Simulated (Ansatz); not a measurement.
Input:

GaAs:
Space group Pm-3n (No. 223); a = 6.986 Å, b = 6.986 Å, c = 6.986 Å, α = 90.00°, β = 90.00°, γ = 90.00°

```csv
atom,site,symmetry,x,y,z
Ga,6c,-4m.2,0.0000,0.5000,0.2500
As,6d,-4m.2,0.0000,0.2500,0.5000
```

This is the r²SCAN-relaxed structure.

Question: All from the program Ansatz at the r²SCAN level (PAW), unless another level is named. Predict the band gap.

Answer: 0.79 eV (direct).

Question: Next, the hole effective mass, band 2 of 3 at the edge?

Answer: 1.6 along [100], 0.29 along [110], 0.41 along [111] (mₑ).

Question: Predict the hole effective mass, band 3 of 3 at the edge.

Answer: 0.040 along [100], 0.045 along [110], 0.046 along [111] (mₑ).

Question: Predict the gap with spin–orbit coupling.

Answer: 0.72 eV.

The start of the workflow was typed in or built on a structure type; neither database checked (COD, Materials Project) lists it. It is not the phase usual at ambient conditions (space group No. 216). Symmetry was held in the r²SCAN relaxation; whether a distortion lowers the energy is not shown. The volume moved by 22 % from the start of the relaxation. Spin–orbit coupling is left out wherever it is not named.

Potentials: the earlier of the program's two PAW sets.
